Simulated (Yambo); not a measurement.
Consider the following.

```xyz
3
Lattice="3.5487 0.0000 0.0000 -1.7744 3.0733 0.0000 0.0000 0.0000 5.5971" Properties=species:S:1:pos:R:3 pbc="T T T"
S      1.7744     1.0244     4.3638
S      0.0000     2.0489     1.2333
Pt     0.0000     0.0000     0.0000
```

Workflow: norm-conserving PBEsol (Quantum ESPRESSO, 84 Ry, no spin-orbit coupling), then G0W0 in Yambo (6×6×4 Γ-centred k mesh, bands 5 to 116 and a 8 Ry block in the screening, 116 bands in G with the Bruneval-Gonze terminator, plasmon pole fitted at 27.2 eV).

Question: Give the PBEsol and G0W0 gaps between the band edges found on this mesh, and say where the edges lie.

Answer: Edges: (0, 0.167, 0.25) → (0, 0.333, 0.25). PBEsol: 1.26 eV; G0W0: 2.00 eV. The mesh misses an edge: along a dense path the PBEsol gap is 1.15 eV. Nearest settings tried, and what they do to the gap: 75 bands in W, 75 bands in G: -4 meV; 3 Ry block (37 vectors against 159): -127 meV. Not varied: mesh. So the settings aren't converged at that level. Without spin-orbit coupling, band edges of such heavy elements can be off by tenths of an eV.

Geometry of the Materials Project entry, not relaxed at this level.

The distance between layers or molecules is the database entry's, not relaxed here. Functionals without dispersion can leave it too large, which widens gaps and weakens the response across layers: the numbers belong to this cell.
